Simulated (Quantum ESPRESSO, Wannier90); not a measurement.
## Wannier functions of TaS2 (R3m)

```xyz
3
Lattice="-1.6688 2.8905 0.0000 -3.3376 0.0000 0.0000 -1.6688 0.9635 6.3284" Properties=species:S:1:pos:R:3 pbc="T T T"
Ta     1.6688    -0.9635    -3.1626
S     -1.6688     0.9635    -1.6112
S      1.6688    -0.9635     1.6158
```

Cell from Materials Project (mp-10014), symmetrised, no further relaxation. Not found in the COD (Crystallography Open Database) copy used, which has the formula in other groups; not checked further. Method: LDA plane waves in Quantum ESPRESSO 7.5 (PseudoDojo norm-conserving files, 47 Ry, no spin polarisation, no spin-orbit coupling), Bloch states on a 10×10×10 mesh through Γ, Wannier90 4.0.1. Density: 10×10×10 mesh, cold smearing 0.01 Ry. The cell is built of weakly bound layers, chains or molecules. Database cells relaxed without dispersion often hold them too far apart, which can enlarge gaps and weakens couplings between them; spacing and stacking were not compared with the measured crystal. Spin-orbit coupling is left out although heavy elements are present.

A tight-binding model is made by disentanglement and projection with no localisation steps (num_iter = 0), so the 11 orbitals stay atom-like: hydrogen-like Ta: d; S: p, axes along x, y, z; frozen window up to 1.50 eV relative to the Fermi level. It follows pw.x to 0.6 meV rms for states up to 1.0 eV relative to the Fermi level. Matrix elements depend on this choice of orbitals and windows.

Task: Which pairs of orbitals on different sites are coupled most strongly? Give distance, modulus and how many such pairs a cell has.

Result: 
```
orbital      orbital  distance of the centres (Å)  modulus (eV)  pairs
---------  ---------  ---------------------------  ------------  -----
S py          Ta dyz                         2.39          1.72      2
S pz            S pz                         3.18          1.15      1
S px          Ta dxz                         2.40          1.13      4
S px          Ta dxy                         2.31          1.11      2
S pz          Ta dyz                         2.50          1.03      2
S py          Ta dxz                         2.43          1.03      4
S px          Ta dyz                         2.40          1.03      4
S py       Ta dx2-y2                         2.37          0.98      4
S pz          Ta dxz                         2.50          0.89      4
S px            S px                         3.34          0.80      2
S pz       Ta dx2-y2                         2.64          0.75      2
Ta dx2-y2     Ta dxy                         3.03          0.75      2
S pz          Ta dz2                         2.50          0.73      6
S px          Ta dxy                         2.48          0.72      4
Ta dx2-y2  Ta dx2-y2                         3.34          0.70      1
S px          Ta dxz                         2.45          0.65      2
S py          Ta dz2                         2.39          0.65      2
S pz          Ta dxy                         2.57          0.65      4
S py       Ta dx2-y2                         2.53          0.59      2
S py            S py                         3.34          0.58      4
S px          Ta dz2                         2.40          0.56      4
Ta dxy        Ta dz2                         3.18          0.52      2
S pz          Ta dyz                         2.50          0.52      4
S px            S py                         3.27          0.51      4
S px            S px                         2.93          0.51      1
S py            S py                         2.93          0.51      1
Ta dx2-y2     Ta dz2                         3.34          0.51      2
Ta dxy        Ta dxy                         3.34          0.44      2
Ta dx2-y2     Ta dz2                         3.18          0.40      2
Ta dxz        Ta dyz                         3.34          0.39      2
```
